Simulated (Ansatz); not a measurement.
GaSb:
```yaml
crystal:
  lattice:
    - [0.00000, 2.87004, 2.87004]
    - [2.87004, 0.00000, 2.87004]
    - [2.87004, 2.87004, 0.00000]
  atoms:
    - { symbol: Sb, position: [0.00000, 0.00000, 0.00000] }
    - { symbol: Ga, position: [0.50000, 0.50000, 0.50000] }
```

Relaxed with r²SCAN. Special points in fractions of this cell's reciprocal vectors: Γ (0.000, 0.000, 0.000); X (0.500, 0.000, 0.500); U (0.625, 0.250, 0.625); K (0.375, 0.375, 0.750); L (0.500, 0.500, 0.500); W (0.500, 0.250, 0.750).

### Question
List the band energies nearest the Fermi level at these points for r²SCAN (plane waves, PAW; program Ansatz).

### Answer
In eV from the Fermi level; about four levels below and three above (degenerate sets whole), none deeper than 8.9 eV; points with the same levels are listed once.

```tsv
k	below	above
Γ	–	0.06 0.06 0.06
X	-5.43 -4.00 -2.62 -2.62	3.37 9.54 9.54
U	-6.32 -4.86 -1.92 -0.67	5.80 6.53 7.77
L	-7.81	0.44 0.44 2.26 2.26
W	-8.89 -6.12 -4.34 -4.34	2.31 3.54 7.28 7.28
```

Space group Fm-3m (rock salt). The start of the workflow was typed in or built on a structure type; neither database checked (COD, Materials Project) lists it. It is not the phase usual at ambient conditions (space group No. 216). Symmetry was held in the r²SCAN relaxation; its stability against distortions is not shown here. Scalar-relativistic: spin–orbit coupling is off unless named, which matters more the heavier the elements.

Potentials: the earlier of the program's two PAW sets.
